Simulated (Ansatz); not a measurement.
Geometry optimisation in Ansatz: input, command and trajectory.

```yaml
crystal:
  lattice:
    - [3.6457252663, 0.0, 0.0]
    - [-1.8228626332, 3.1572906958, 0.0]
    - [0.0, 0.0, 7.2950392833]
  atoms:
    - { symbol: Ti, position: [0.0, 0.0, 0.0] }
    - { symbol: Ti, position: [0.0, 0.0, 0.5] }
    - { symbol: Te, position: [0.3333333333, 0.6666666667, 0.25] }
    - { symbol: Te, position: [0.6666666667, 0.3333333333, 0.75] }
basis:
  ecutwfc: 420
kpoints:
  mp_grid: { grid: [12, 12, 8] }
hamiltonian:
  xc: pbesol
scf:
  occupations: { method: gaussian, width: 0.1 }
output:
  forces: true
  stress: true
  eigenvalues: true
relax:
  adjacent_minimum: "off"
  f_tol: 0.01
  max_steps: 30
  cell: { stress_tol: 0.1, fix: [volume] }
```

```bash
ansatz run input.yaml --threads 1 --pin off --max-ram 2560MiB --backend cpu --events-out ev --progress --plain --runs-dir out
```

Method: DFT PBEsol, scalar-relativistic, plane waves, PAW (Ansatz 0.2.0).

The volume is held at 1.03 times that of the relaxed cell.

Of 4 frames 3 are shown, positions in Å and forces in eV/Å; the SCF threshold varies from step to step. Steps run on the plane waves of an earlier cell, with a Pulay correction in the pressure. The basis is chosen afresh for the last frame, the zero of the energies, and at times for earlier ones too; energy and pressure step there, also at an unchanged geometry.

```xyz
4
Lattice="3.6457 0.0000 0.0000 -1.8229 3.1573 0.0000 0.0000 0.0000 7.2950" Properties=species:S:1:pos:R:3:forces:R:3 pbc="T T T" step=1 free_energy_over_end_meV_per_atom=0.36 pressure_GPa=-2.82
Ti    0.0000    0.0000    0.0000    0.0000    0.0000    0.0000
Ti    0.0000    0.0000    3.6475    0.0000    0.0000    0.0000
Te    0.0000    2.1049    1.8238    0.0000    0.0000    0.0000
Te    1.8229    1.0524    5.4713    0.0000    0.0000    0.0000
4
Lattice="3.6659 0.0000 0.0000 -1.8329 3.1748 0.0000 0.0000 0.0000 7.2150" Properties=species:S:1:pos:R:3:forces:R:3 pbc="T T T" step=2 free_energy_over_end_meV_per_atom=0.13 pressure_GPa=-2.51
Ti    0.0000    0.0000    0.0000    0.0000    0.0000    0.0000
Ti    0.0000    0.0000    3.6075    0.0000    0.0000    0.0000
Te    0.0000    2.1165    1.8038    0.0000    0.0000    0.0000
Te    1.8329    1.0583    5.4113    0.0000    0.0000    0.0000
4
Lattice="3.6584 0.0000 0.0000 -1.8292 3.1683 0.0000 0.0000 0.0000 7.2446" Properties=species:S:1:pos:R:3:forces:R:3 pbc="T T T" step=4 free_energy_over_end_meV_per_atom=0.00 pressure_GPa=-2.62
Ti    0.0000    0.0000    0.0000    0.0000    0.0000    0.0000
Ti    0.0000    0.0000    3.6223    0.0000    0.0000    0.0000
Te    0.0000    2.1122    1.8112    0.0000    0.0000    0.0000
Te    1.8292    1.0561    5.4335    0.0000    0.0000    0.0000
```

The run took 60 s on 1 thread of Arm Neoverse V2, with other jobs on the host, peak memory 0.5 GiB.